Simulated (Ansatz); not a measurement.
GaN:
```
CELL_PARAMETERS angstrom
      3.95962     0.00000     0.00000
      0.00000     3.95962     0.00000
      0.00000     0.00000     4.78158
ATOMIC_POSITIONS crystal
  Ga 0.50000 0.00000 0.04750
  Ga 0.00000 0.50000 0.95250
  N  0.00000 0.00000 0.00000
  N  0.50000 0.50000 0.00000
```

Relaxed with PBE. Special points in fractions of this cell's reciprocal vectors: Γ (0.000, 0.000, 0.000); X (0.000, 0.500, 0.000); M (0.500, 0.500, 0.000); Z (0.000, 0.000, 0.500); R (0.000, 0.500, 0.500); A (0.500, 0.500, 0.500).

Q: List the band energies nearest the Fermi level at these points for DFT-PBE in the program Ansatz with PAW potentials.

A: In eV from the Fermi level; about four levels below and three above (degenerate sets whole), none deeper than 8.9 eV; points with the same levels are listed once.

```
k                    below                above
-  -----------------------  -------------------
Γ  -1.84 -1.84 -0.56 -0.38       0.01 4.85 6.52
X  -4.08 -4.08 -2.19 -2.19  3.11 3.11 5.53 5.53
M  -8.12 -8.12 -1.48 -1.48  0.12 0.12 2.66 2.66
Z  -1.83 -1.83 -0.67 -0.21       1.37 3.76 5.31
R  -4.07 -4.07 -2.63 -2.63  3.31 3.31 5.19 5.19
A  -8.06 -8.06 -1.74 -1.74  0.12 0.12 1.51 1.51
```

Space group P4/nmm. The cell is a constructed one: a structure type filled with these elements; neither database checked (COD, Materials Project) lists it. It is not the phase usual at ambient conditions (space group No. 186, 216). The cell was relaxed with PBE under the symmetry of its start; whether a distortion lowers the energy is not shown. A crystal of weakly bound layers computed without a dispersion correction: the cell and the soft elastic constants depend strongly on that. Spin–orbit coupling is left out wherever it is not named.

Potentials: the later of the program's two PAW sets.
